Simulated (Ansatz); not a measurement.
ZnS:
```cif
data_S8Zn8
_chemical_formula_sum 'Zn8 S8'
_space_group_name_H-M_alt 'P3m1'
_space_group_IT_number 156
_space_group_name_Hall 'P 3 -2"'
_cell_length_a 3.80843
_cell_length_b 3.80843
_cell_length_c 24.93483
_cell_angle_alpha 90.000
_cell_angle_beta 90.000
_cell_angle_gamma 120.000
loop_
_atom_site_label
_atom_site_type_symbol
_atom_site_symmetry_multiplicity
_atom_site_Wyckoff_symbol
_atom_site_fract_x
_atom_site_fract_y
_atom_site_fract_z
_atom_site_occupancy
Zn1 Zn 1 b 0.33333 0.66667 0.12505 1
Zn2 Zn 1 a 0.00000 0.00000 0.00027 1
Zn3 Zn 1 c 0.66667 0.33333 0.62487 1
Zn4 Zn 1 c 0.66667 0.33333 0.87526 1
Zn5 Zn 1 a 0.00000 0.00000 0.75008 1
Zn6 Zn 1 b 0.33333 0.66667 0.37509 1
Zn7 Zn 1 a 0.00000 0.00000 0.49987 1
Zn8 Zn 1 c 0.66667 0.33333 0.25006 1
S1 S 1 c 0.66667 0.33333 0.34382 1
S2 S 1 c 0.66667 0.33333 0.96900 1
S3 S 1 b 0.33333 0.66667 0.21865 1
S4 S 1 a 0.00000 0.00000 0.59346 1
S5 S 1 a 0.00000 0.00000 0.09384 1
S6 S 1 a 0.00000 0.00000 0.84380 1
S7 S 1 b 0.33333 0.66667 0.46866 1
S8 S 1 c 0.66667 0.33333 0.71862 1
```

Relaxed with r²SCAN. r²SCAN (plane waves, PAW; program Ansatz) gives a gap of 2.74 eV.

**Question.** What gap does HSE06 give on the same cell (Ansatz, PAW)?

**Answer.** 3.41 eV, 0.67 eV more. The hybrid was solved on a coarser mesh and at special points; its gap is the smallest among all of these.

Cost on shared cores: the r²SCAN run (SCF on a 8×8×2 mesh, then bands and DOS) very roughly 14 core-minutes, the HSE06 run (SCF on 5×5×1, then a few points) about 8 core-minutes (a rough figure); the tasks are unlike.

The workflow started from a Materials Project entry (that database holds measured and hypothetical structures alike); the Crystallography Open Database files this formula in space group No. 156, but the cells were not matched. It is not the phase usual at ambient conditions (space group No. 186, 216). The cell was relaxed with r²SCAN under the symmetry of its start; whether a distortion lowers the energy is not shown.

Potentials: the later of the program's two PAW sets.
